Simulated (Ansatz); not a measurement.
The cell of SnH5 is invented: random cell by space group and Wyckoff sites (P-6m2, No. 187). The dimensions are guesses.

```yaml
crystal:
  lattice:
    - [3.90524, 0.00000, 0.00000]
    - [-1.95262, 3.38204, 0.00000]
    - [0.00000, 0.00000, 5.49292]
  atoms:
    - { symbol: Sn, position: [0.66667, 0.33333, 0.00000] }
    - { symbol: H, position: [0.00000, 0.00000, 0.00000] }
    - { symbol: H, position: [0.00000, 0.00000, 0.20404] }
    - { symbol: H, position: [0.00000, 0.00000, 0.79596] }
    - { symbol: H, position: [0.00000, 0.00000, 0.62195] }
    - { symbol: H, position: [0.00000, 0.00000, 0.37805] }
```

Computed with DFT PBE, scalar-relativistic, plane waves, PAW (Ansatz). Cutoff 420 eV, Gaussian smearing, Γ-centred meshes. Cell and atoms relax first on a coarse mesh and then on a finer one. In between, the cell is made exact in the group found at 0.06 Å. In metals the finer mesh still leaves noise of several meV/atom or more. The steps can't lower the symmetry of their start. No spin polarisation.

A guess keeps its type if space group and coordination stay and the shape of the cell changes little (axis ratios within about 15 %, angles within 6°); the volume may change.

Q: Will the relaxed cell still be of the starting type?

A: It doesn't keep its type. The symmetry stays P-6m2 (No. 187). The volume per atom grows by 81.4 %, from 12.1 to 21.9 Å³. The shortest distance goes from 0.96 Å (H–H) to 0.75 Å (H–H). The ratio c/a of the conventional cell changes by a factor of 2.31. Counting neighbours within 15 % of an atom's shortest distance, the start has H 1/2, Sn 9 and the end H 1/3, Sn 3. In detail, at the end Sn has 3 H at 2.08 Å; H on a site of symmetry -6m2 has 3 Sn at 2.08 Å; around H on a site of symmetry 3m lies 1 H at 0.75 Å; 1 more site not described.

```cif
data_structure
_symmetry_space_group_name_H-M 'P 1'
_symmetry_Int_Tables_number 1
_cell_length_a 3.6035
_cell_length_b 3.6035
_cell_length_c 11.6995
_cell_angle_alpha 90.000
_cell_angle_beta 90.000
_cell_angle_gamma 120.000
_cell_volume 131.57
loop_
_atom_site_label
_atom_site_type_symbol
_atom_site_fract_x
_atom_site_fract_y
_atom_site_fract_z
_atom_site_occupancy
Sn1 Sn 0.66667 0.33333 0.00000 1
H1 H 0.00000 0.00000 0.00000 1
H2 H 0.00000 0.00000 0.32285 1
H3 H 0.00000 0.00000 0.67715 1
H4 H 0.00000 0.00000 0.61299 1
H5 H 0.00000 0.00000 0.38701 1
```

The last run used a 12×12×4 mesh (in the run's order of axes) for its 6-atom cell and Gaussian smearing of 0.10 eV. Weakly bound directions are ill-defined at this level, which has no dispersion term. The cell is a metal run without spin; a magnetic state may lie lower. A structure relaxed within its symmetry needn't be a true minimum.

In counts of neighbours, a slash parts the counts of unlike sites.
